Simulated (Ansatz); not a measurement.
The elements of this relaxed trial crystal are hidden behind letters.

```
lattice vectors (Å)
   3.4431    0.0000    0.0000
   0.0000    3.4431    0.0000
   0.0000    0.0000    6.2107
fractional positions
X 0.0000 0.0000 0.7998
X 0.0000 0.0000 0.2002
X 0.5000 0.5000 0.5000
Z 0.0000 0.5000 0.2089
Z 0.5000 0.0000 0.7911
```

The calculation used Ansatz 0.2.0, DFT PBE, scalar-relativistic, plane waves, PAW. The final run on the 5-atom cell used 420 eV, a Γ-centred 10×10×8 mesh, 0.10 eV smearing and no spin polarisation.

```
Space group                                : P-4m2 (No. 115)
Conventional cell                          : a = 3.443 Å, c = 6.211 Å
Volume per atom                            : 14.73 Å³
Density                                    : 2.62 g/cm³
Formation energy                           : −0.30 eV/atom
Gap on the 10×10×8 mesh of the 5-atom cell : 0 eV (a metal)
```

Energies are uncorrected and count from the elements' standard states at the same level.

**Question.** X is a p-block element of period 3 and Z is a p-block element of period 2. Which elements are they?

**Answer.** X = Si, Z = O, so the formula is Si3O2. Density times volume gives a mean mass of 2.62 × 14.73/1.6605 = 23.2 u per atom, and this set has 23.3 u. Among the elements that the hints allow, noble gases aside, only these give it. Around Si on a site of symmetry 2mm lie 2 O at 1.72 Å and 1 Si at 2.49 Å; Si on a site of symmetry -4m2 has 4 O at 2.50 Å (long against covalent radii, as for large ions); O has 2 Si at 1.72 Å and 2 Si at 2.50 Å.

Symmetry constrained the relaxation, so the result can be a saddle point. Another cell of Si3O2 relaxed alike, in P4mm, lies 0.56 eV/atom lower, so this cell isn't the stable form at this level.
